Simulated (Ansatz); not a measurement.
Relaxed ZnS (wurtzite):

```
CELL_PARAMETERS angstrom
      3.84511     0.00000     0.00000
     -1.92255     3.32996     0.00000
      0.00000     0.00000     6.30566
ATOMIC_POSITIONS crystal
  Zn 0.66667 0.33333 0.99985
  Zn 0.33333 0.66667 0.49985
  S  0.66667 0.33333 0.62535
  S  0.33333 0.66667 0.12535
```

Two-dimensional scan of atom 1 (Zn, nearest neighbour S at 2.357 Å; its periodic images, 3.8 Å or more away, move with it): u runs along (1.000, 0.000, 0.000), v along (0.000, 1.000, 0.000) (Cartesian). Cell and other atoms are fixed.

These are PBE (plane waves to 420 eV, PAW, scalar-relativistic; Ansatz, a program for electronic structure) values and carry that method's errors. k mesh 8×8×4 (Γ-centred), Fermi-Dirac smearing 0.05 eV. E stands for the smeared free energy. ZnS was relaxed with its symmetry unable to fall.

Changes of ΔE (eV/cell) from the point u = 0.000 Å, v = 0.000 Å when one coordinate moves alone (two changes are said to add if the coupling is within 5 % of the smaller one, nearly so within 20 %):

```tsv
point	change
u = 0.000 Å, v = -0.350 Å	0.4902
u = 0.000 Å, v = -0.175 Å	0.0982
u = -0.350 Å, v = 0.000 Å	0.3581
u = -0.175 Å, v = 0.000 Å	0.0829
u = 0.175 Å, v = 0.000 Å	0.0829
u = 0.350 Å, v = 0.000 Å	0.3581
u = 0.000 Å, v = 0.175 Å	0.0677
u = 0.000 Å, v = 0.350 Å	0.2303
```

Q: What is the change at u = -0.175 Å, v = 0.175 Å, where both move, and how far is it from the sum?

A: The sum of the single changes is 0.0829 + (0.0677) = 0.1506; the calculation gives 0.2016, so the coupling contributes 0.0510 (over 20 % of the smaller single change, not additive).

Q: Do the two effects add at u = 0.350 Å, v = 0.175 Å? Give the computed change.

A: The sum of the single changes is 0.3581 + (0.0677) = 0.4258; the calculation gives 0.6449, so the coupling contributes 0.2191 (over 20 % of the smaller single change, not additive).

Q: What is the change at u = -0.350 Å, v = 0.350 Å, where both move, and how far is it from the sum?

A: The sum of the single changes is 0.3581 + (0.2303) = 0.5884; the calculation gives 1.0746, so the coupling contributes 0.4862 (over 20 % of the smaller single change, not additive).

(A displaced cell: forces are minus the slopes of the energy, force constants its curvatures, and phonons follow from these.)
